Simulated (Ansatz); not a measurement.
The calculation used DFT PBE, scalar-relativistic, plane waves, PAW in Ansatz. Settings of the last relaxation (16-atom cell): 420 eV, 6×6×6 k points, Gaussian smearing of 0.02 eV, no spin polarisation.

Formation energies are uncorrected and count from the elements' standard states at the same level.

Question: Suggest a trial structure for a cubic semiconductor that holds Al and 4 more elements, with a gap near 1.6 eV, a formation energy near −0.16 eV/atom and about 16 Å³ per atom, in a cell of 16 atoms.

Answer: Na₂MnAlC₆N₆, space group Fm-3m (No. 225). Na is surrounded by 12 N at 3.60 Å and 12 C at 3.61 Å (long contacts); around Mn lie 6 C at 1.89 Å; Al is surrounded by 6 N at 1.96 Å; around C lie 1 N at 1.18 Å, 1 Mn at 1.89 Å, 4 C at 2.67 Å, 1 Al at 3.15 Å, 4 N at 3.60 Å, 4 Na at 3.61 Å and 4 N at 3.71 Å; N has 1 C at 1.18 Å, 1 Al at 1.96 Å, 4 N at 2.78 Å, 1 Mn at 3.07 Å, 4 Na at 3.60 Å, 4 C at 3.60 Å and 4 C at 3.71 Å.

```cif
data_structure
_symmetry_space_group_name_H-M 'Fm-3m'
_symmetry_Int_Tables_number 225
_cell_length_a 10.0660
_cell_length_b 10.0660
_cell_length_c 10.0660
_cell_angle_alpha 90.000
_cell_angle_beta 90.000
_cell_angle_gamma 90.000
_cell_volume 1019.92
loop_
_atom_site_label
_atom_site_type_symbol
_atom_site_symmetry_multiplicity
_atom_site_Wyckoff_symbol
_atom_site_fract_x
_atom_site_fract_y
_atom_site_fract_z
_atom_site_occupancy
Na1 Na 8 c 0.25000 0.75000 0.75000 1
Mn1 Mn 4 a 0.00000 0.00000 0.00000 1
Al1 Al 4 b 0.50000 0.00000 0.00000 1
C1 C 24 e 0.18733 0.00000 0.00000 1
N1 N 24 e 0.30497 0.00000 0.00000 1
```

| Quantity | Value |
| --- | --- |
| Volume per atom | 15.94 Å³ |
| Density | 1.85 g/cm³ |
| Formation energy | −0.156 eV/atom |
| Gap on the 6×6×6 mesh of the 16-atom cell | 1.61 eV |

The cell was found from a structure generator's guess, not taken from experiment. The answer needn't be unique; the calculation gave this one.

Kohn–Sham gaps at this level usually fall short of measured ones. The reference form of C is held partly by dispersion forces, which this level lacks. Trial moments died out on the coarse mesh, so the last step has no spin; another magnetic start might hold. A structure relaxed within its symmetry needn't be a true minimum.
